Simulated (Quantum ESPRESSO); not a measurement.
## Si2PO5N (a curve over strain)

A calculation, not a measurement. The program is pw.x of Quantum ESPRESSO 7.5 (plane-wave density functional theory). The cell is made up: 9 atoms on a quartz lattice, with randomly drawn elements, strain and displacements, not relaxed. PseudoDojo standard norm-conserving files (v0.5 for PBE, v0.4.1 for LDA and PBEsol) set the functional; there is no spin polarisation, spin-orbit coupling or dispersion term, and the masses in the input are unused placeholders.

Seven runs add a strain to one cell (the same along x and y); the atoms follow the cell and are not relaxed. Stress in the table is positive in tension.

Input of the run at -0.0001:

```
&control calculation='scf', pseudo_dir='./dojo.nc.sr.pbe.v0_5.standard.upf', outdir='./o', disk_io='medium', tprnfor=.true., tstress=.true. /
&system ibrav=0, nat=9, ntyp=4, nbnd=30, ecutwfc=84.00895049, nosym=.true., tot_charge=0,
 occupations='smearing', smearing='fd', degauss=0.0018374661
/
&electrons conv_thr=7.350e-09, electron_maxstep=60, /
ATOMIC_SPECIES
N 1.0 N.upf
O 1.0 O.upf
P 1.0 P.upf
Si 1.0 Si.upf
CELL_PARAMETERS angstrom
5.0072 -0.0721 -0.04
-2.566 4.3953 0.0164
-0.044 -0.0046 5.3572
ATOMIC_POSITIONS angstrom
Si 2.2414 0.0138 3.4804
Si -1.2296 2.08 1.8552
P 1.2055 2.3119 -0.0012
O 1.3323 1.1537 4.1637
O 3.3088 0.5514 2.3363
N 2.7311 2.5368 0.5724
O 0.286 1.7855 1.1483
O -1.2052 3.3452 2.8823
O 0.661 3.5903 4.6854
K_POINTS automatic
5 5 4 1 1 1
```

| added strain | free energy less that of the input shown (eV) | stress xx (GPa) | stress yy (GPa) | stress zz (GPa) | stress xy (GPa) | pressure (GPa) | next band up at Gamma (eV) | iterations |
| --- | --- | --- | --- | --- | --- | --- | --- | --- |
| -0.0193 | 0.0530 | -1.40 | -11.26 | -1.46 | -7.86 | 4.71 | 3.536 | 12 |
| -0.0168 | 0.0322 | -0.28 | -9.94 | -0.73 | -7.77 | 3.65 | 3.492 | 12 |
| -0.0099 | -0.0032 | 2.69 | -6.46 | 1.19 | -7.54 | 0.86 | 3.369 | 12 |
| -0.0035 | -0.0083 | 5.29 | -3.43 | 2.84 | -7.33 | -1.57 | 3.252 | 12 |
| -0.0001 | 0.0000 | 6.61 | -1.89 | 3.66 | -7.23 | -2.79 | 3.188 | 12 |
| +0.0069 | 0.0389 | 9.19 | 1.14 | 5.26 | -7.02 | -5.20 | 3.054 | 12 |
| +0.0179 | 0.1557 | 12.91 | 5.53 | 7.51 | -6.70 | -8.65 | 2.838 | 12 |

A cubic fit gives a slope of stress xx against the added strain of 381 GPa at zero added strain, with the atoms clamped. Across the table the free energy follows the integral of the stress to within 2.4 meV. A rerun of one of the cells at a cutoff of 1437 eV and k mesh 7 x 7 x 6 moved values by no more than 0.003 eV in energy, 0.03 GPa in stress and 0.002 eV/Å in force. The band column is the level of band 25 at Gamma less that of band 24, whose number is half the electron count, rounded up; it comes from a band step after each run.